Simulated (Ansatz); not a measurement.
HfSiSe in space group P4/nmm (No. 129; Hf on 2c, Si on 2a, Se on 2c), the program Ansatz at the PBEsol level (PAW), all energies at zero smearing, with the estimated change up to a 700 eV cutoff added, with one set of potentials and settings (totals compare only within such a set). Cell of 6 atoms (2 Hf, 2 Si, 2 Se): -43293.949 eV.

```
element                reference phase  E (eV/atom)
-------  -----------------------------  -----------
Hf       P6_3/mmc, 2 atoms in the cell  -15598.0268
Si          Fd-3m, 2 atoms in the cell    -621.4920
Se         P3_121, 3 atoms in the cell   -5424.2079
```

Formation energy per atom, worked out: (-43293.949 − 2×(-15598.0268) − 2×(-621.4920) − 2×(-5424.2079))/6 = -1.083 eV/atom (-104 kJ per mol of atoms), at 0 K, without zero-point energy or fitted corrections.

The workflow started from a Materials Project entry (that database holds measured and hypothetical structures alike); the Crystallography Open Database files this formula in space group No. 129, but the cells were not matched. Whether it is the stable phase at ambient conditions was not checked. The PBEsol relaxation kept the symmetry of its start; its stability against distortions is not shown here. The run is not spin-polarised. The references are the lowest solids computed at this level, not always the standard phases. Spin–orbit coupling is left out wherever it is not named.

Potentials: the later of the program's two PAW sets.
